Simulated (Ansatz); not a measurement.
The calculation used Ansatz 0.2.0, DFT PBE, scalar-relativistic, plane waves, PAW. Settings: cutoff 420 eV, Γ-centred meshes spaced at most about 0.3 Å⁻¹, and about 0.25 Å⁻¹ or finer for metals (2π included), Gaussian smearing. No spin polarisation in the final relaxations.

All energies are static (0 K, no zero-point motion).

Compare these two cells of Zn₂SnO₃, each relaxed at this level.

A.

```yaml
crystal:
  lattice:
    - [3.80232, 0.00000, 0.00000]
    - [0.00000, 3.80232, 0.00000]
    - [0.00000, 0.00000, 6.35986]
  atoms:
    - { symbol: Zn, position: [0.00000, 0.50000, 0.08733] }
    - { symbol: Zn, position: [0.50000, 0.00000, 0.91267] }
    - { symbol: Sn, position: [0.00000, 0.00000, 0.50000] }
    - { symbol: O, position: [0.50000, 0.50000, 0.00000] }
    - { symbol: O, position: [0.00000, 0.00000, 0.00000] }
    - { symbol: O, position: [0.50000, 0.50000, 0.50000] }
```

B.

```yaml
crystal:
  lattice:
    - [4.06468, 0.00000, 0.00000]
    - [-2.03234, 3.52011, 0.00000]
    - [0.00000, 0.00000, 9.45888]
  atoms:
    - { symbol: Zn, position: [0.33333, 0.66667, 0.00000] }
    - { symbol: Zn, position: [0.66667, 0.33333, 0.00000] }
    - { symbol: Sn, position: [0.00000, 0.00000, 0.50000] }
    - { symbol: O, position: [0.00000, 0.00000, 0.00000] }
    - { symbol: O, position: [0.00000, 0.00000, 0.30342] }
    - { symbol: O, position: [0.00000, 0.00000, 0.69658] }
```

Question: Which form is favoured at zero pressure, and by what margin per atom?

Answer: A is lower, by 0.77 eV/atom. A has space group P-4m2 (No. 115), 15.3 Å³/atom and a gap of 0.09 eV on its mesh; B has space group P6/mmm (No. 191), 22.6 Å³/atom and no gap. Counting O atoms around Sn and Zn (those within 1.25 times the shortest such distance or 1.15 times the sum of covalent radii, 1.27 where that leaves under three; a plus sign parts nearer from farther groups; the shortest distance is added where it exceeds 1.18 times the sum of covalent radii), A has Zn 4, Sn 4+2 from 2.7 Å and B has Zn 3 from 2.3 Å, Sn 2. In A, Zn is surrounded by 4 O at 1.98 Å; around Sn lie 4 O at 2.69 Å and 2 O at 3.18 Å; O on its first site has 4 Zn at 1.98 Å; 2 more sites not described. In B, around Zn lie 3 O at 2.35 Å and 3 Zn at 2.35 Å; Sn is surrounded by 2 O at 1.86 Å; around O on a site of symmetry 6/mmm lie 6 Zn at 2.35 Å and 2 O at 2.87 Å; 1 more site not described. Both come from invented guesses. A third cell relaxed alike, in R-3m, lies 146 meV/atom below the lower of the two.

Weakly bound directions are ill-defined at this level, which has no dispersion term (P6/mmm), and this can change margins and order among such cells. Kohn–Sham gaps at this level usually fall short of measured ones. Cells relaxed within their symmetry can be saddle points.
